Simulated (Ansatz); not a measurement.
## Structures of BiSe2: which is lowest?

Plane-wave DFT in Ansatz with scalar-relativistic PAW potentials, cutoff 500 eV, Γ-centred meshes chosen by cell and gap, Gaussian smearing with energies taken to zero width. Every cell was relaxed (cell and atoms) in a run of its own, within the symmetry of its start. Functional: r2SCAN.

Relaxed structures (starts from databases or built by putting these elements on another compound's sites):
A. P4_2/mnm, 6 atoms in the computed cell, a = 6.533 Å, c = 4.469 Å; sites (symmetry × multiplicity) Bi m.mm × 2, Se m.2m × 4; start: built
B. P6_3/mmc, 6 atoms in the computed cell, a = 4.084 Å, c = 11.745 Å; sites (symmetry × multiplicity) Bi -6m2 × 2, Se 3m. × 4; start: built

Rank them by energy. Could pressure change the order?

```tsv
structure	group	E − E(lowest) (meV/atom)	V (Å³/atom)	gap on mesh (eV)
B	P6_3/mmc	0.0	28.27	0.00
A	P4_2/mnm	28.8	31.79	0.00
```

B is lowest, 29 meV/atom under A. The lowest is also the densest of these, so pressure wouldn't bring one of the others in at first order. Other structures may lie lower than all of these, and vibrations aren't counted.

Spin-orbit coupling is left out, which matters for the bands of heavy elements. For Tl, Pb and Bi spin-orbit coupling shifts energies too.